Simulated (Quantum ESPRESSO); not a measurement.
**Band energies of Rb2NaAlF6**

```
CELL_PARAMETERS angstrom
      0.00000     4.22464     4.22464
      4.22464     0.00000     4.22464
      4.22464     4.22464     0.00000
ATOMIC_POSITIONS crystal
  F  0.78110 0.21890 0.21890
  F  0.21890 0.78110 0.78110
  F  0.21890 0.78110 0.21890
  F  0.78110 0.21890 0.78110
  F  0.21890 0.21890 0.78110
  F  0.78110 0.78110 0.21890
  Na 0.50000 0.50000 0.50000
  Al 0.00000 0.00000 0.00000
  Rb 0.75000 0.75000 0.75000
  Rb 0.25000 0.25000 0.25000
```

norm-conserving PBEsol (Quantum ESPRESSO, 88 Ry, scalar-relativistic); path ΓXWKΓLUWLK,UX; energies in eV from the valence-band maximum.

```
k (1/Å)  point  band 32  band 33  band 34  band 35  band 36  band 37  band 38  band 39
-------  -----  -------  -------  -------  -------  -------  -------  -------  -------
0.00         Γ    -0.40    -0.40     0.00     0.00     0.00     6.65     9.46     9.46
0.19              -0.42    -0.42    -0.04    -0.04     0.00     6.91     9.58     9.62
0.37              -0.48    -0.48    -0.14    -0.14    -0.01     7.59     9.72     9.88
0.74         X    -0.56    -0.56    -0.28    -0.28    -0.01     9.21     9.40    10.27
0.74         W    -0.65    -0.57    -0.29    -0.13    -0.13     9.46     9.85     9.85
1.01         K    -0.63    -0.54    -0.25    -0.23    -0.07     9.37     9.56     9.96
1.20              -0.61    -0.50    -0.19    -0.14    -0.12     8.66     9.78    10.08
1.40              -0.51    -0.45    -0.11    -0.10    -0.07     7.69     9.76    10.06
1.80         Γ    -0.40    -0.40     0.00     0.00     0.00     6.65     9.46     9.46
1.96              -0.41    -0.41    -0.02    -0.02    -0.01     6.85     9.57     9.57
2.28              -0.46    -0.46    -0.12    -0.12    -0.09     8.09     9.46    10.29
2.44         L    -0.47    -0.47    -0.14    -0.14    -0.11     8.73     8.99    10.54
2.89         U    -0.63    -0.54    -0.25    -0.23    -0.07     9.37     9.56     9.96
2.89         W    -0.65    -0.57    -0.29    -0.13    -0.13     9.46     9.85     9.85
3.16              -0.59    -0.51    -0.21    -0.14    -0.12     9.01     9.31    10.23
3.29              -0.51    -0.48    -0.16    -0.14    -0.12     8.80     9.07    10.44
3.42         L    -0.47    -0.47    -0.14    -0.14    -0.11     8.73     8.99    10.54
3.53              -0.50    -0.48    -0.15    -0.14    -0.11     8.79     9.05    10.46
3.65              -0.58    -0.50    -0.19    -0.16    -0.11     8.95     9.24    10.29
3.88         K    -0.63    -0.54    -0.25    -0.23    -0.07     9.37     9.56     9.96
3.88         U    -0.63    -0.54    -0.25    -0.23    -0.07     9.37     9.56     9.96
4.14         X    -0.56    -0.56    -0.28    -0.28    -0.01     9.21     9.40    10.27
```

The PBEsol gap is direct, 6.65 eV at Γ. Another valence extremum on the path lies within 0.02 eV, too close to call.

Geometry of the Materials Project entry, not relaxed at this level.

The structure is a Materials Project entry; no match was found in the copy of COD used, and its stability was not checked.
